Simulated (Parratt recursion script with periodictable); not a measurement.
## Neutron reflectivity, Kiessig fringes on Si: a table of runs and one to predict

Simulated, not measured: specular neutron reflectivity, Parratt recursion, Névot-Croce roughness, natural isotopes, no magnetic scattering (Parratt recursion script with periodictable 1.7.1).

Neutron wavelength 5.5 Å. Q is scanned from 0.004 to 0.25 Å⁻¹ in 600 evenly spaced points, and the curve is smoothed with a Gaussian of 0.001 Å⁻¹ full width. A minimum is a scan point below both neighbours, placed by a parabola through ln R at the three points.

Each run is one film on Si (density 2.313 g/cm³, ρ = 2.059 × 10⁻⁶ Å⁻², rms roughness 3.6 Å) under vacuum. The film surface has an rms roughness of 4 Å in all runs. ρ and ρ″ are the real and imaginary parts of the scattering length density. The table lists all minima between 0.025 and 0.105 Å⁻¹.

| run | film | thickness d (Å) | density (g/cm³) | ρ (10⁻⁶ Å⁻²) | ρ″ (10⁻⁶ Å⁻²) | minima at Q (Å⁻¹) |
|---|---|---|---|---|---|---|
| A | Ag | 400 | 9.741 | 3.221 | 0.009573 | 0.0343, 0.0491, 0.0644, 0.0798, 0.0953 |
| B | Ag | 500 | 9.741 | 3.221 | 0.009573 | ? |
| C | Ag | 400 | 8.29 | 2.741 | 0.008147 | 0.0344, 0.0492, 0.0644, 0.0798, 0.0953 |
| D | Ag | 400 | 10.363 | 3.426 | 0.01018 | 0.0344, 0.0492, 0.0644, 0.0798, 0.0953 |
| E | Ag | 200 | 9.741 | 3.221 | 0.009573 | 0.0355, 0.0650, 0.0958 |

Densities are inputs, not measurements. They were set from computed cells of the Materials Project: Ag from entry mp-124 (Fm-3m, 10.363 g/cm³, taken at 80, 94 and 100 %); Si from entry mp-149 (Fd-3m, 2.313 g/cm³). A layer's crystal structure does not enter its constants, only its composition and density.

Question: How many minima does run B have between 0.025 and 0.105 Å⁻¹, and where?

Answer: Inside a film the fringe order is m = (d/2π)(Q² − 16πρ)^½, with the film's own ρ. Where the film's ρ lies above the substrate's, its two faces reflect with opposite signs, and minima are expected at whole m.

- Run A, ρ above the substrate's: the minima give m = 2.03, 3.02, 4.02, 5.02, 6.01.
- Run C, ρ above the substrate's: the minima give m = 2.06, 3.04, 4.03, 5.02, 6.02.
- Run D, ρ above the substrate's: the minima give m = 2.02, 3.02, 4.01, 5.01, 6.01.
- Run E, ρ above the substrate's: the minima give m = 1.05, 2.03, 3.02.

In run B the film's ρ lies above the substrate's, so take whole m. The window runs from m = 1.71 to 8.29 and holds m = 2, 3, 4, 5, 6, 7, 8. Then Q² = 16πρ + (2πm/d)² gives Q = 0.0282, 0.0398, 0.0519, 0.0641, 0.0765, 0.0889, 0.1013 Å⁻¹.

The run has 7 minima, at 0.0285, 0.0400, 0.0521, 0.0643, 0.0766, 0.0890, 0.1015 Å⁻¹. The largest distance from one of them to an estimated minimum is 0.0003 Å⁻¹, against a mean spacing of 0.0122 Å⁻¹.
